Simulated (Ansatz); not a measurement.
LiCd, a known structure type with other elements, at an estimated volume

```
Cd Li
1.0
     0.00000    3.45486    3.45486
     3.45486    0.00000    3.45486
     3.45486    3.45486    0.00000
Cd Li
2 2
Direct
  0.50000 0.50000 0.50000
  0.75000 0.75000 0.75000
  0.00000 0.00000 0.00000
  0.25000 0.25000 0.25000
```

Level: PBEsol, no spin polarisation; 420 eV; 9×9×9 Γ-centred mesh; fermi-dirac occupations (width 0.0129 eV); Ansatz 0.2.0, fixed geometry.

Problem. Give the Bader charges.

Solution. Bader charges in e: Li +0.84, Cd -0.84. In the mean Li gives up most and Cd takes most.

Problem. Is it stable against the elements?

Solution. -0.23 eV an atom against the elements' usual phases (free molecules for gases, crystals otherwise, with no correction for O₂ or N₂), so it is bound against them; other compounds may still compete. Relaxing would lower it.

Problem. Metal or insulator?

Solution. It is a metal, with about 1.5 states/eV a cell as the mean within 0.25 eV of the Fermi level.

Problem. What do density and ELF say about some of the short contacts?

Solution. Cd–Cd at 2.99 Å: least valence density 0.19 e/Å³ and ELF 0.24 there. Cd–Li at 2.99 Å: least valence density 0.06 e/Å³ and ELF 0.05 there. Li–Li at 2.99 Å: least valence density 0.04 e/Å³ and ELF 0.17 there. Both are smooth PAW fields, read partly inside the augmentation spheres.

Problem. What does the stress say?

Solution. The pressure is -4.1 GPa (compression positive), so with the atoms held at these fractions the cell would first shrink.

Origin: a known structure type with other elements, at an estimated volume, so it need not be a known compound.
